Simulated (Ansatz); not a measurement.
Geometry optimisation in Ansatz: input, command and trajectory.

```yaml
crystal:
  lattice:
    - [-5.9754190399, 0.0, 5.9754190399]
    - [-5.9754190399, -5.9754190399, 0.0]
    - [0.0, -5.9754190399, 5.9754190399]
  atoms:
    - { symbol: Al, position: [-0.0150475739, 0.6528779092, 0.0197915792] }
    - { symbol: Al, position: [0.0, 0.3333333333, 0.0] }
    - { symbol: Al, position: [0.0, 0.0, 0.0] }
    - { symbol: Al, position: [-0.0045786189, 0.6664959701, 0.3403463204] }
    - { symbol: Al, position: [-0.0048637688, 0.3271924568, 0.351675886] }
    - { symbol: Al, position: [0.0, 0.0, 0.3333333333] }
    - { symbol: Al, position: [0.0, 0.6666666667, 0.6666666667] }
    - { symbol: Al, position: [0.0, 0.3333333333, 0.6666666667] }
    - { symbol: Al, position: [0.0, 0.0, 0.6666666667] }
    - { symbol: Al, position: [0.3379480246, 0.6791292946, -0.0200250382] }
    - { symbol: Al, position: [0.3344418553, 0.333451334, -0.0102848071] }
    - { symbol: Al, position: [0.3333333333, 0.0, 0.0] }
    - { symbol: Al, position: [0.3333333333, 0.6666666667, 0.3333333333] }
    - { symbol: Al, position: [0.3286524735, 0.3379627114, 0.3299111777] }
    - { symbol: Al, position: [0.3333333333, 0.0, 0.3333333333] }
    - { symbol: Al, position: [0.3333333333, 0.6666666667, 0.6666666667] }
    - { symbol: Al, position: [0.3333333333, 0.3333333333, 0.6666666667] }
    - { symbol: Al, position: [0.3333333333, 1.0, 0.6666666667] }
    - { symbol: Al, position: [0.6666666667, 0.6666666667, 0.0] }
    - { symbol: Al, position: [0.6666666667, 0.3333333333, 0.0] }
    - { symbol: Al, position: [0.6666666667, 0.0, 0.0] }
    - { symbol: Al, position: [0.6666666667, 0.6666666667, 0.3333333333] }
    - { symbol: Al, position: [0.6666666667, 0.3333333333, 0.3333333333] }
    - { symbol: Al, position: [0.6666666667, 1.0, 0.3333333333] }
    - { symbol: Al, position: [0.6666666667, 0.6666666667, 0.6666666667] }
    - { symbol: Al, position: [0.6666666667, 0.3333333333, 0.6666666667] }
    - { symbol: Al, position: [0.6666666667, 0.0, 0.6666666667] }
    - { symbol: Al, position: [0.1804290435, 0.4965752768, 0.1579436582] }
basis:
  ecutwfc: 420
  xc_grid: 2
kpoints:
  mp_grid: { grid: [4, 4, 4], shift: [0.0, 0.0, 0.0] }
hamiltonian:
  xc: lda
scf:
  occupations: { method: gaussian, width: 0.1 }
output:
  forces: true
  stress: false
  eigenvalues: true
  write_density: true
  write_potential: true
  elf: true
  volumetric_format: npy
relax:
  adjacent_minimum: "off"
  f_tol: 0.025
  max_steps: 45
```

```bash
ansatz run input.yaml --threads 4 --pin off --max-ram 8192MiB --backend cpu --events-out ev --progress --plain --runs-dir out
```

All numbers below come from DFT LDA, scalar-relativistic, plane waves, PAW (Ansatz).

The cell holds a point defect: Al interstitial, neutral.

Of 5 frames 4 are shown, positions in Å and forces in eV/Å; the SCF threshold varies from step to step.

```xyz
28
Lattice="-5.9754 0.0000 5.9754 -5.9754 -5.9754 0.0000 0.0000 -5.9754 5.9754" Properties=species:S:1:pos:R:3:forces:R:3 pbc="T T T" step=1 free_energy_over_end_meV_per_atom=228.54
Al   -3.8113   -4.0195    0.0283    0.1069   -0.2156   -6.9827
Al   -1.9918   -1.9918    0.0000    0.2358    0.1405   -0.0446
Al    0.0000    0.0000    0.0000    0.0165   -0.0361   -0.0910
Al   -3.9552   -6.0163    2.0064    0.0143   -4.8121   -0.1031
Al   -1.9260   -4.0565    2.0723    4.4397    0.0529   -0.2081
Al    0.0000   -1.9918    1.9918   -0.0280   -0.0074   -0.0144
Al   -3.9836   -7.9672    3.9836   -0.0156   -0.0977    0.0700
Al   -1.9918   -5.9754    3.9836    0.1330   -0.2541    0.2786
Al    0.0000   -3.9836    3.9836    0.2455    0.0141    0.2183
Al   -6.0775   -3.9384    1.8997   -6.0345   -0.3110    0.0086
Al   -3.9909   -1.9311    1.9370    0.2565    7.5449   -0.0906
Al   -1.9918    0.0000    1.9918    0.0110   -0.0167    0.0260
Al   -5.9754   -5.9754    3.9836   -0.0986   -0.0125    0.0115
Al   -3.9833   -3.9908    3.9352    0.2375   -0.3248    9.8528
Al   -1.9918   -1.9918    3.9836    0.0406    0.1009    0.0584
Al   -5.9754   -7.9672    5.9754   -0.0383    0.1087   -0.2594
Al   -3.9836   -5.9754    5.9754    0.0047    0.1265   -0.1180
Al   -7.9672   -9.9590    5.9754   -0.2026   -0.0070   -0.2067
Al   -7.9672   -3.9836    3.9836    0.1146    0.0048   -0.1271
Al   -5.9754   -1.9918    3.9836   -0.0636    0.0520    0.0337
Al   -3.9836    0.0000    3.9836   -0.0230    0.0051   -0.0053
Al   -7.9672   -5.9754    5.9754    0.3050   -0.3096   -0.1002
Al   -5.9754   -3.9836    5.9754    0.0366    0.0062   -0.0212
Al   -9.9590   -7.9672    5.9754    0.0067   -0.0631   -0.0536
Al   -7.9672   -7.9672    7.9672   -0.0772    0.0686    0.0187
Al   -5.9754   -5.9754    7.9672    0.0673   -0.0644   -0.0081
Al   -3.9836   -3.9836    7.9672    0.0022    0.0051    0.0003
Al   -4.0454   -3.9110    2.0219    0.3070   -1.6982   -2.1431
28
Lattice="-5.9754 0.0000 5.9754 -5.9754 -5.9754 0.0000 0.0000 -5.9754 5.9754" Properties=species:S:1:pos:R:3:forces:R:3 pbc="T T T" step=2 free_energy_over_end_meV_per_atom=67.32
Al   -3.8199   -4.0227   -0.1400   -0.2694   -0.0133   -3.2248
Al   -1.9815   -1.9853   -0.0033    0.1127    0.0324    0.0281
Al    0.0003   -0.0019   -0.0037    0.0701    0.0257   -0.0067
Al   -3.9543   -6.1341    2.0035   -0.0119   -2.7524   -0.0824
Al   -1.8231   -4.0528    2.0613    2.5795    0.1214   -0.2285
Al   -0.0010   -1.9934    1.9914   -0.0610    0.0037   -0.0035
Al   -3.9840   -7.9727    3.9868   -0.0081   -0.0210    0.0822
Al   -1.9839   -5.9868    3.9952    0.0692   -0.1329    0.1196
Al    0.0140   -3.9832    3.9952    0.1576    0.0053    0.2075
Al   -6.2252   -3.9499    1.9086   -2.6887   -0.2091    0.1682
Al   -3.9851   -1.7696    1.9395    0.1312    3.2548    0.0656
Al   -1.9918    0.0005    1.9924    0.0621   -0.0472    0.0068
Al   -5.9794   -5.9768    3.9842   -0.0042    0.0364   -0.0610
Al   -3.9738   -3.9996    4.1297    0.1082   -0.1017    4.3190
Al   -1.9891   -1.9873    3.9860   -0.0166    0.0109   -0.0353
Al   -5.9778   -7.9630    5.9656    0.0465   -0.0090   -0.0988
Al   -3.9835   -5.9670    5.9691   -0.0038    0.0372   -0.1358
Al   -7.9801   -9.9593    5.9645   -0.0872    0.0026   -0.2002
Al   -7.9598   -3.9835    3.9734    0.1877    0.0030   -0.1006
Al   -5.9776   -1.9897    3.9853    0.0379   -0.0365   -0.0517
Al   -3.9841    0.0006    3.9824   -0.0065   -0.0523    0.0309
Al   -7.9538   -5.9889    5.9685    0.1707   -0.1642   -0.0235
Al   -5.9745   -3.9833    5.9762   -0.0734    0.0089    0.0092
Al   -9.9591   -7.9702    5.9739   -0.0085    0.0381   -0.0410
Al   -7.9735   -7.9635    7.9677   -0.0460    0.1290    0.0042
Al   -5.9719   -5.9764    7.9670   -0.0340   -0.0405    0.0005
Al   -3.9835   -3.9834    7.9671   -0.0088    0.0085    0.0046
Al   -4.0391   -3.9271    2.0201   -0.4055   -0.1379   -0.7528
28
Lattice="-5.9754 0.0000 5.9754 -5.9754 -5.9754 0.0000 0.0000 -5.9754 5.9754" Properties=species:S:1:pos:R:3:forces:R:3 pbc="T T T" step=3 free_energy_over_end_meV_per_atom=4.19
Al   -3.9175   -4.0037   -0.3006    0.0443   -0.0335   -0.7222
Al   -1.9773   -1.9935    0.0059    0.0013    0.0196   -0.0429
Al    0.0179    0.0038    0.0060   -0.0371   -0.0273   -0.0032
Al   -3.9685   -6.2839    1.9911   -0.0109   -0.4630    0.0050
Al   -1.6874   -4.0115    2.0145    0.4313    0.0159    0.0171
Al   -0.0099   -1.9943    1.9922    0.0279    0.0261    0.0280
Al   -3.9828   -7.9690    4.0015    0.0364    0.0629   -0.0245
Al   -1.9683   -5.9944    3.9930    0.0099    0.0058    0.0118
Al    0.0347   -3.9827    4.0258   -0.1808   -0.0170   -0.1473
Al   -6.3671   -3.9756    1.9538   -0.6270   -0.0477   -0.0316
Al   -3.9771   -1.6226    1.9672    0.0771    0.7694   -0.0071
Al   -1.9758   -0.0150    1.9921    0.0123   -0.0311   -0.0369
Al   -5.9661   -5.9682    3.9656    0.0132   -0.0156    0.0228
Al   -3.9708   -3.9932    4.3134   -0.0236   -0.0094    0.8958
Al   -1.9895   -1.9955    3.9698    0.0219   -0.0077    0.0256
Al   -5.9588   -7.9789    5.9728   -0.0372    0.0417    0.0212
Al   -3.9824   -5.9714    5.9483   -0.0118   -0.0908    0.0123
Al   -7.9759   -9.9584    5.9384    0.1190    0.0133    0.0265
Al   -7.9405   -3.9833    3.9742   -0.0659    0.0035    0.1495
Al   -5.9559   -2.0081    3.9658   -0.0046    0.0063    0.0057
Al   -3.9823   -0.0118    3.9934    0.0361    0.0025    0.0418
Al   -7.9463   -5.9937    5.9628    0.0227   -0.0087   -0.0302
Al   -5.9938   -3.9801    5.9763    0.0208   -0.0132   -0.0538
Al   -9.9615   -7.9569    5.9655   -0.0060    0.0216   -0.0123
Al   -7.9744   -7.9417    7.9660    0.0746   -0.0029   -0.0189
Al   -5.9818   -5.9769    7.9662   -0.0409   -0.0210    0.0079
Al   -3.9815   -3.9826    7.9669    0.0032   -0.0040   -0.0060
Al   -4.0559   -3.9273    2.0198    0.0937   -0.1957   -0.1338
28
Lattice="-5.9754 0.0000 5.9754 -5.9754 -5.9754 0.0000 0.0000 -5.9754 5.9754" Properties=species:S:1:pos:R:3:forces:R:3 pbc="T T T" step=5 free_energy_over_end_meV_per_atom=0.00
Al   -3.9634   -3.9931   -0.3614   -0.0071    0.0038   -0.0125
Al   -1.9810   -1.9932   -0.0053    0.0018    0.0010   -0.0005
Al    0.0102   -0.0010   -0.0018   -0.0002   -0.0016   -0.0013
Al   -3.9676   -6.3205    1.9858   -0.0029   -0.0084    0.0011
Al   -1.6581   -3.9931    1.9884    0.0064    0.0046   -0.0023
Al   -0.0020   -1.9894    1.9906    0.0039   -0.0022    0.0011
Al   -3.9789   -7.9580    3.9893   -0.0023    0.0017   -0.0012
Al   -1.9773   -5.9843    3.9850   -0.0011    0.0020    0.0020
Al   -0.0027   -3.9838    3.9869   -0.0041    0.0017   -0.0051
Al   -6.4097   -3.9908    1.9815   -0.0087    0.0019    0.0067
Al   -3.9665   -1.5722    1.9837   -0.0043    0.0135    0.0034
Al   -1.9595   -0.0314    1.9898    0.0052   -0.0070    0.0003
Al   -5.9606   -5.9715    3.9738   -0.0013   -0.0003    0.0000
Al   -3.9699   -3.9909    4.3836    0.0005    0.0005    0.0211
Al   -1.9856   -1.9971    3.9778    0.0001    0.0003    0.0008
Al   -5.9576   -7.9793    5.9818    0.0016   -0.0001   -0.0002
Al   -3.9791   -5.9963    5.9471   -0.0027   -0.0091   -0.0057
Al   -7.9424   -9.9591    5.9411    0.0104    0.0021   -0.0064
Al   -7.9496   -3.9841    4.0091    0.0037    0.0029    0.0067
Al   -5.9529   -2.0091    3.9646    0.0011   -0.0002    0.0004
Al   -3.9782   -0.0119    4.0058   -0.0038   -0.0041    0.0034
Al   -7.9488   -5.9876    5.9632    0.0014   -0.0012   -0.0017
Al   -5.9914   -3.9832    5.9712   -0.0009    0.0011   -0.0024
Al   -9.9556   -7.9470    5.9662   -0.0012    0.0025   -0.0022
Al   -7.9555   -7.9381    7.9648    0.0049    0.0017    0.0011
Al   -5.9935   -5.9790    7.9657   -0.0011   -0.0034    0.0006
Al   -3.9663   -3.9920    7.9605   -0.0027    0.0017    0.0015
Al   -4.0528   -3.9333    2.0188    0.0031   -0.0055   -0.0085
```

Time: 36 s on 4 threads of AMD EPYC 9R45 96-Core Processor (Zen 5) (shared host), peak memory 1.5 GiB.